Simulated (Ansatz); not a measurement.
# Phonons of CsCl-type ZrBi

The computed numbers are results of PBEsol, scalar-relativistic (no spin polarisation) in the plane-wave PAW code Ansatz at 420 eV, Gaussian smearing of 0.15 eV. The datasets are Ansatz's generated set soft_2.

```yaml
crystal:
  lattice:
    - [3.60467, 0.00000, 0.00000]
    - [0.00000, 3.60467, 0.00000]
    - [0.00000, 0.00000, 3.60467]
  atoms:
    - { symbol: Zr, position: [0.00000, 0.00000, 0.00000] }
    - { symbol: Bi, position: [0.50000, 0.50000, 0.50000] }
```

This is a trial structure; measured cells of the compound in the Crystallography Open Database are in space group Cmcm.

Force constants come from finite displacements in a 2×2×2 supercell (the unit cell's 10×10×10 k-mesh, folded to it); the long-range dipole term is not included. Points in reciprocal vectors of this cell: Γ = (0.000, 0.000, 0.000), X = (0.000, 0.500, 0.000), M = (0.500, 0.500, 0.000), R = (0.500, 0.500, 0.500).

Problem. Is the structure dynamically stable along this path, and where does the spectrum end?

Solution. Yes: no branch is imaginary beyond numerical noise. The highest frequency is 152 cm⁻¹, at M. Points that don't fit the supercell are interpolated.

Frequencies at the named points (cm⁻¹, imaginary ones negative):
```tsv
point	ω (cm⁻¹)
Γ	0 0 0 147 147 147
X	81 81 98 98 105 127
M	53 66 66 134 152 152
R	104 104 104 121 121 121
```

Problem. What does the harmonic approximation give for the vibrational free energy, entropy and heat capacity?

Solution. Zero-point energy 18.8 meV/atom.
```tsv
T (K)	F_vib (meV/atom)	S (J/K per mole of atoms)	C_V (J/K per mole of atoms)
100	10.4	19.6	20.7
200	-18.7	35.2	23.8
300	-60.6	45.0	24.4
400	-111.0	52.0	24.6
500	-167.8	57.5	24.7
600	-229.9	62.0	24.8
700	-296.2	65.9	24.8
800	-366.2	69.2	24.9
900	-439.5	72.1	24.9
1000	-515.6	74.7	24.9
```

The highest mode, 152 cm⁻¹, is worth 220 K. At 300 K the heat capacity has reached 98 % of the classical limit 3R = 24.9 J/K per mole of atoms, since all modes lie under k_BT.

The crystal is a metal or nearly so; low and unstable modes depend on mesh and smearing.

Cost: 56 s on 4 threads of Arm Neoverse V1, on a shared host, peak memory 1.7 GiB.

No spin–orbit coupling, a notable omission for heavy elements.
